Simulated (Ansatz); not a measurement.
BP (zinc blende)

```yaml
crystal:
  lattice:
    - [0.00000, 2.27421, 2.27421]
    - [2.27421, 0.00000, 2.27421]
    - [2.27421, 2.27421, 0.00000]
  atoms:
    - { symbol: P, position: [0.25000, 0.25000, 0.25000] }
    - { symbol: B, position: [0.00000, 0.00000, 0.00000] }
```

Grid over V/V₀ and (c/a)/(c/a)₀, subscript 0 meaning the relaxed cell; the conventional c axis lies along z; no internal relaxation.

Calculation: PBE (plane waves to 420 eV, PAW, scalar-relativistic; Ansatz, a program for electronic structure). k mesh 12×12×12 (Γ-centred), Fermi-Dirac smearing 0.05 eV. Compression counts positive. BP was relaxed with its symmetry unable to fall.

At one point of the scan the stress tensor (GPa) is:

```
    4.7      0.0      0.0
    0.0      4.7      0.0
    0.0      0.0     -2.7
```

### Question
Which point is it?
A. V/V₀ = 1.000, (c/a)/(c/a)₀ = 1.027
B. V/V₀ = 0.960, (c/a)/(c/a)₀ = 0.987
C. V/V₀ = 0.987, (c/a)/(c/a)₀ = 1.027
D. V/V₀ = 1.000, (c/a)/(c/a)₀ = 1.013

### Answer
C, V/V₀ = 0.987, (c/a)/(c/a)₀ = 1.027

(Under strain, the slope of the energy per volume gives the stress and its curvature an elastic modulus.)
